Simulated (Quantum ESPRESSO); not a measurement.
Ti2NbO5F3, one run as intended and one with a planted mistake

Computed values, not a measurement. The program is pw.x of Quantum ESPRESSO 7.5 (plane-wave density functional theory). The cell is made up: 11 atoms on a fluorite lattice with one site empty, with randomly drawn elements, strain and displacements, not relaxed. PseudoDojo standard norm-conserving files (v0.5 for PBE, v0.4.1 for LDA and PBEsol) set the functional; there is no spin polarisation, spin-orbit coupling or dispersion term, and the masses in the input are unused placeholders.

Intended input:

```
&control calculation='scf', pseudo_dir='./dojo.nc.sr.pbe.v0_5.standard.upf', outdir='./o', disk_io='medium', tprnfor=.true., tstress=.true. /
&system ibrav=0, nat=11, ntyp=4, nbnd=50, ecutwfc=84.00895049, nosym=.true., tot_charge=0,
 occupations='smearing', smearing='fd', degauss=0.0018374661
/
&electrons conv_thr=7.350e-09, electron_maxstep=60, /
ATOMIC_SPECIES
F 1.0 F.upf
Nb 1.0 Nb.upf
O 1.0 O.upf
Ti 1.0 Ti.upf
CELL_PARAMETERS angstrom
4.9077 -0.0116 0.0948
-0.0116 4.85 -0.0555
0.0948 -0.0555 5.0289
ATOMIC_POSITIONS angstrom
Ti 0.0713 2.5131 2.4192
Nb 2.4499 -0.0453 2.4376
Ti 2.5397 2.5038 0.0211
O 1.2798 1.1422 1.2242
O 1.3058 0.9646 3.7496
O 1.2835 3.448 1.2567
F 1.5204 3.5423 3.657
O 3.6964 1.2432 1.3524
F 3.6277 1.1911 3.8387
F 3.6433 3.5926 1.1109
O 3.829 3.5757 3.8625
K_POINTS automatic
5 5 4 1 1 1
```

The log is shortened where brackets say so; the opening notice, blank lines, dates and the lines on written files are dropped, and the path of the files is cut. It prints rydbergs, bohrs and kilobars, and counts compression as positive stress. Where no state is partly filled, the Fermi energy that it prints is only some level between the filled and the empty states on the mesh, and need not lie in the true gap.

Log of the intended run:

```
     Program PWSCF v.7.5
     Parallel version (MPI & OpenMP), running on       1 processor cores
     Number of MPI processes:                 1
     Threads/MPI process:                     1
     [start-up lines left out]
     bravais-lattice index     =            0
     lattice parameter (alat)  =       9.2760  a.u.
     unit-cell volume          =     807.3731 (a.u.)^3
     number of atoms/cell      =           11
     number of atomic types    =            4
     number of electrons       =        88.00
     number of Kohn-Sham states=           50
     kinetic-energy cutoff     =      84.0090  Ry
     charge density cutoff     =     336.0358  Ry
     scf convergence threshold =      7.3E-09
     mixing beta               =       0.7000
     number of iterations used =            8  plain     mixing
     Exchange-correlation= PBE
                           (   1   4   3   4   0   0   0)
     [axes and pseudopotential details left out]
   Cartesian axes
     site n.     atom                  positions (alat units)
         1        Ti     tau(   1) = (   0.0145254   0.5119759   0.4928464  )
         2        Nb     tau(   2) = (   0.4991006  -0.0092286   0.4965949  )
         3        Ti     tau(   3) = (   0.5173950   0.5100813   0.0042986  )
         4        O      tau(   4) = (   0.2607245   0.2326923   0.2493975  )
         5        O      tau(   5) = (   0.2660213   0.1965111   0.7638792  )
         6        O      tau(   6) = (   0.2614783   0.7024364   0.2560185  )
         7        F      tau(   7) = (   0.3097402   0.7216475   0.7450145  )
         8        O      tau(   8) = (   0.7530412   0.2532683   0.2755148  )
         9        F      tau(   9) = (   0.7390454   0.2426543   0.7820310  )
        10        F      tau(  10) = (   0.7422235   0.7318948   0.2263157  )
        11        O      tau(  11) = (   0.7800548   0.7284518   0.7868796  )
     number of k points=    50  Fermi-Dirac smearing, width (Ry)=  0.0018
                       cart. coord. in units 2pi/alat
        k(    1) = (   0.0979189   0.1028311   0.1212995), wk =   0.0400000
        k(    2) = (   0.0932095   0.1056136   0.3654400), wk =   0.0400000
     [further k points left out]
     Dense  grid:    83897 G-vectors     FFT dimensions: (  60,  54,  60)
     Estimated max dynamical RAM per process >     127.73 MB
     Initial potential from superposition of free atoms
     starting charge      87.9945, renormalised to      88.0000
     Starting wfcs are   62 randomized atomic wfcs
     total cpu time spent up to now is       18.8 secs
     per-process dynamical memory:    80.9 Mb
     Self-consistent Calculation
     iteration #  1     ecut=    84.01 Ry     beta= 0.70
     Davidson diagonalization with overlap
     ethr =  1.00E-02,  avg # of iterations =  2.0
     total cpu time spent up to now is       49.9 secs
     total energy              =    -672.57624801 Ry
     estimated scf accuracy    <       5.98736812 Ry
     iteration #  2     ecut=    84.01 Ry     beta= 0.70
     Davidson diagonalization with overlap
     ethr =  6.80E-03,  avg # of iterations =  8.5
     total cpu time spent up to now is      117.3 secs
     total energy              =    -664.73357053 Ry
     estimated scf accuracy    <      98.60354693 Ry
     [iterations 3 to 23 left out]
     iteration # 24     ecut=    84.01 Ry     beta= 0.70
     Davidson diagonalization with overlap
     ethr =  1.02E-11,  avg # of iterations =  8.0
     total cpu time spent up to now is      953.6 secs
     total energy              =    -675.96323156 Ry
     estimated scf accuracy    <       0.00000002 Ry
     iteration # 25     ecut=    84.01 Ry     beta= 0.70
     Davidson diagonalization with overlap
     ethr =  1.02E-11,  avg # of iterations =  2.0
     total cpu time spent up to now is      977.7 secs
     End of self-consistent calculation
     [lines on levels left out]
     the Fermi energy is     9.6130 ev
!    total energy              =    -675.96323156 Ry
     estimated scf accuracy    <          3.9E-09 Ry
     smearing contrib. (-TS)   =      -0.00000001 Ry
     internal energy E=F+TS    =    -675.96323155 Ry
     The total energy is F=E-TS. E is the sum of the following terms:
     one-electron contribution =    -234.15834061 Ry
     hartree contribution      =     163.50057684 Ry
     xc contribution           =    -135.51699607 Ry
     ewald contribution        =    -469.78847172 Ry
     convergence has been achieved in  25 iterations
     Forces acting on atoms (cartesian axes, Ry/au):
     atom    1 type  4   force =     0.01102228   -0.11568783   -0.01174875
     atom    2 type  2   force =    -0.10464194    0.23232197   -0.01528319
     atom    3 type  4   force =    -0.02262132   -0.11390903    0.00133899
     atom    4 type  3   force =     0.04272638   -0.02957350    0.04168489
     atom    5 type  3   force =     0.02165255    0.05403019   -0.07812041
     atom    6 type  3   force =     0.00951355    0.03361173    0.03287935
     atom    7 type  1   force =    -0.04708788   -0.07242834    0.03226111
     atom    8 type  3   force =    -0.00743380    0.03835560    0.05812697
     atom    9 type  1   force =     0.02872198   -0.00820056   -0.00813031
     atom   10 type  1   force =     0.05565766    0.03121050    0.05473859
     atom   11 type  3   force =     0.01249055   -0.04973072   -0.10774724
     Total force =     0.379728     Total SCF correction =     0.000163
     Computing stress (Cartesian axis) and pressure
          total   stress  (Ry/bohr**3)                   (kbar)     P=      -42.76
  -0.00011693   0.00034282   0.00019994          -17.20       50.43       29.41
   0.00034282   0.00001772   0.00016006           50.43        2.61       23.55
   0.00019994   0.00016006  -0.00077283           29.41       23.55     -113.69
     init_run     :     16.50s CPU     18.62s WALL (       1 calls)
     electrons    :    895.46s CPU    958.91s WALL (       1 calls)
     forces       :      4.58s CPU      4.62s WALL (       1 calls)
     stress       :     17.00s CPU     17.06s WALL (       1 calls)
     [timing details left out]
     PWSCF        :  15m33.79s CPU  16m39.62s WALL
     JOB DONE.
```

A second run has one planted mistake: the plane-wave cutoff is too low. The input lines that differ, file-writing options aside:

```
- &system ibrav=0, nat=11, ntyp=4, nbnd=50, ecutwfc=84.00895049, nosym=.true., tot_charge=0,
+ &system ibrav=0, nat=11, ntyp=4, nbnd=50, ecutwfc=59.31340599, nosym=.true., tot_charge=0,
```

Its log:

```
     Program PWSCF v.7.5
     Parallel version (MPI & OpenMP), running on       1 processor cores
     Number of MPI processes:                 1
     Threads/MPI process:                     1
     [start-up lines left out]
     bravais-lattice index     =            0
     lattice parameter (alat)  =       9.2760  a.u.
     unit-cell volume          =     807.3731 (a.u.)^3
     number of atoms/cell      =           11
     number of atomic types    =            4
     number of electrons       =        88.00
     number of Kohn-Sham states=           50
     kinetic-energy cutoff     =      59.3134  Ry
     charge density cutoff     =     237.2536  Ry
     scf convergence threshold =      7.3E-09
     mixing beta               =       0.7000
     number of iterations used =            8  plain     mixing
     Exchange-correlation= PBE
                           (   1   4   3   4   0   0   0)
     [axes and pseudopotential details left out]
   Cartesian axes
     site n.     atom                  positions (alat units)
         1        Ti     tau(   1) = (   0.0145254   0.5119759   0.4928464  )
         2        Nb     tau(   2) = (   0.4991006  -0.0092286   0.4965949  )
         3        Ti     tau(   3) = (   0.5173950   0.5100813   0.0042986  )
         4        O      tau(   4) = (   0.2607245   0.2326923   0.2493975  )
         5        O      tau(   5) = (   0.2660213   0.1965111   0.7638792  )
         6        O      tau(   6) = (   0.2614783   0.7024364   0.2560185  )
         7        F      tau(   7) = (   0.3097402   0.7216475   0.7450145  )
         8        O      tau(   8) = (   0.7530412   0.2532683   0.2755148  )
         9        F      tau(   9) = (   0.7390454   0.2426543   0.7820310  )
        10        F      tau(  10) = (   0.7422235   0.7318948   0.2263157  )
        11        O      tau(  11) = (   0.7800548   0.7284518   0.7868796  )
     number of k points=    50  Fermi-Dirac smearing, width (Ry)=  0.0018
                       cart. coord. in units 2pi/alat
        k(    1) = (   0.0979189   0.1028311   0.1212995), wk =   0.0400000
        k(    2) = (   0.0932095   0.1056136   0.3654400), wk =   0.0400000
     [further k points left out]
     Dense  grid:    49829 G-vectors     FFT dimensions: (  45,  45,  48)
     Estimated max dynamical RAM per process >      76.25 MB
     Check: negative core charge=   -0.000037
     Initial potential from superposition of free atoms
     starting charge      87.9945, renormalised to      88.0000
     Starting wfcs are   62 randomized atomic wfcs
     total cpu time spent up to now is        8.5 secs
     per-process dynamical memory:    50.0 Mb
     Self-consistent Calculation
     iteration #  1     ecut=    59.31 Ry     beta= 0.70
     Davidson diagonalization with overlap
     ethr =  1.00E-02,  avg # of iterations =  2.0
     total cpu time spent up to now is       24.0 secs
     total energy              =    -672.50909230 Ry
     estimated scf accuracy    <       5.90676265 Ry
     iteration #  2     ecut=    59.31 Ry     beta= 0.70
     Davidson diagonalization with overlap
     ethr =  6.71E-03,  avg # of iterations =  8.9
     total cpu time spent up to now is       58.5 secs
     total energy              =    -664.66860067 Ry
     estimated scf accuracy    <      97.42298115 Ry
     [iterations 3 to 21 left out]
     iteration # 22     ecut=    59.31 Ry     beta= 0.70
     Davidson diagonalization with overlap
     ethr =  1.49E-11,  avg # of iterations =  7.8
     total cpu time spent up to now is      543.2 secs
     total energy              =    -675.84274176 Ry
     estimated scf accuracy    <       0.00000004 Ry
     iteration # 23     ecut=    59.31 Ry     beta= 0.70
     Davidson diagonalization with overlap
     ethr =  1.49E-11,  avg # of iterations =  5.7
     total cpu time spent up to now is      564.6 secs
     End of self-consistent calculation
     [lines on levels left out]
     the Fermi energy is     9.6276 ev
!    total energy              =    -675.84274177 Ry
     estimated scf accuracy    <          1.8E-09 Ry
     smearing contrib. (-TS)   =      -0.00000001 Ry
     internal energy E=F+TS    =    -675.84274176 Ry
     The total energy is F=E-TS. E is the sum of the following terms:
     one-electron contribution =    -233.88676357 Ry
     hartree contribution      =     163.29409912 Ry
     xc contribution           =    -135.46160558 Ry
     ewald contribution        =    -469.78847173 Ry
     convergence has been achieved in  23 iterations
     Forces acting on atoms (cartesian axes, Ry/au):
     atom    1 type  4   force =     0.01247487   -0.11488658   -0.01055279
     atom    2 type  2   force =    -0.10485728    0.23292161   -0.01431696
     atom    3 type  4   force =    -0.02214863   -0.11211343   -0.00047954
     atom    4 type  3   force =     0.04230236   -0.03134361    0.04138106
     atom    5 type  3   force =     0.02123613    0.05626725   -0.07856115
     atom    6 type  3   force =     0.00835055    0.03241387    0.03301733
     atom    7 type  1   force =    -0.04756886   -0.07309882    0.03269627
     atom    8 type  3   force =    -0.00703269    0.03670830    0.05824227
     atom    9 type  1   force =     0.02901403   -0.00758586   -0.00757746
     atom   10 type  1   force =     0.05566961    0.03112299    0.05349998
     atom   11 type  3   force =     0.01255992   -0.05040571   -0.10734901
     Total force =     0.379520     Total SCF correction =     0.000093
     Computing stress (Cartesian axis) and pressure
          total   stress  (Ry/bohr**3)                   (kbar)     P=     -207.26
  -0.00123685   0.00034986   0.00020781         -181.95       51.47       30.57
   0.00034986  -0.00110173   0.00016213           51.47     -162.07       23.85
   0.00020781   0.00016213  -0.00188815           30.57       23.85     -277.76
     init_run     :      7.56s CPU      8.42s WALL (       1 calls)
     electrons    :    507.96s CPU    556.16s WALL (       1 calls)
     forces       :      3.33s CPU      3.37s WALL (       1 calls)
     stress       :     12.50s CPU     12.57s WALL (       1 calls)
     [timing details left out]
     PWSCF        :   8m51.55s CPU   9m41.39s WALL
     JOB DONE.
```

|  | intended run | run with the mistake |
| --- | --- | --- |
| free energy (eV) | -9196.948 | -9195.309 |
| smearing term -TS (eV) | 0.0000 | 0.0000 |
| pressure (GPa) | -4.28 | -20.73 |
| largest force component (eV/Å) | 5.973 | 5.989 |
| largest change of a force component (eV/Å) |  | 0.058 |
| iterations | 25 | 23 |

For scale, a rerun of the intended cell at a cutoff of 1467 eV and k mesh 7 x 7 x 6 moved values by no more than 0.003 eV in energy, 0.06 GPa in stress and 0.004 eV/Å in force.